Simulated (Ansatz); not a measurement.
Data:

CuI2:
```
CuI2
1.0
    3.95653     0.00000     0.00000
   -1.97827     3.42646     0.00000
    0.00000     0.00000     6.53960
Cu I
1 2
Direct
  0.00000   0.00000   0.00000
  0.33333   0.66667   0.23938
  0.66667   0.33333   0.76062
```
The run is spin-polarised; directions of the spins, atom by atom: 0 ↑ ↑.

This is the r²SCAN+D4-relaxed structure.

### Question
All from DFT-r²SCAN+D4 in the program Ansatz with PAW potentials, unless another level is named. Predict the electronic character.

### Answer
metallic (no gap).

### Question
What about the formation energy from the elements (no fitted shifts)?

### Answer
-0.078 eV/atom.

### Question
Next, the density of states at the Fermi level?

### Answer
0.84 states/eV per atom (mean over ±0.08 eV).

Space group P-3m1 (CdI2 type). The start of the workflow was typed in or built on a structure type; neither database checked (COD, Materials Project) lists it. Whether it is the stable phase at ambient conditions was not checked. The cell was relaxed with r²SCAN+D4 under the symmetry of its start; its stability against distortions is not shown here. The final state is ferromagnetic, the only order run, not a proven ground state. The cell computed holds one magnetic atom, so no antiferromagnetic order was within reach. Other orbital occupations within this spin state were not tried. No Hubbard U is applied. The compound may be a true metal, but semilocal functionals without U, or a wrong spin order, can also close a gap. The references are the lowest solids computed at this level, not always the standard phases. Scalar-relativistic: spin–orbit coupling is off unless named, which matters more the heavier the elements.

Potentials: the earlier of the program's two PAW sets.
